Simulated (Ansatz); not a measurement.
GeOs in space group P-6m2 (No. 187; Os on 1a, Ge on 1f) under volume change, the program Ansatz at the PBEsol level (PAW), shape and atoms relaxed at each volume.

```tsv
V (Å³/atom)	E − E(relaxed) (meV/atom)	P (GPa)
14.203	100.2	24.87
14.671	42.1	15.19
15.139	10.0	6.98
15.607	0.0	0.00
16.076	8.6	-5.78
16.544	32.8	-10.68
17.012	70.2	-14.76
```

### Question
What does a third-order Birch–Murnaghan fit give for V₀, B₀ and B′?

### Answer
V₀ = 15.61 Å³/atom, B₀ = 211 GPa, B′ = 4.7.

The cell is a constructed one: a structure type filled with these elements; neither database checked (COD, Materials Project) lists it. Its standing as an ambient phase is unchecked. The cell keeps a stress of up to 0.2 GPa. Symmetry was held in the PBEsol relaxation. At this level the phase is mechanically unstable. No spin polarisation was allowed. Scalar-relativistic: spin–orbit coupling is off unless named, which matters more the heavier the elements.

Potentials: the earlier of the program's two PAW sets. The files were generated under PBE; for other functionals the program regenerates the frozen cores, and for LDA and PBEsol the local potential too.
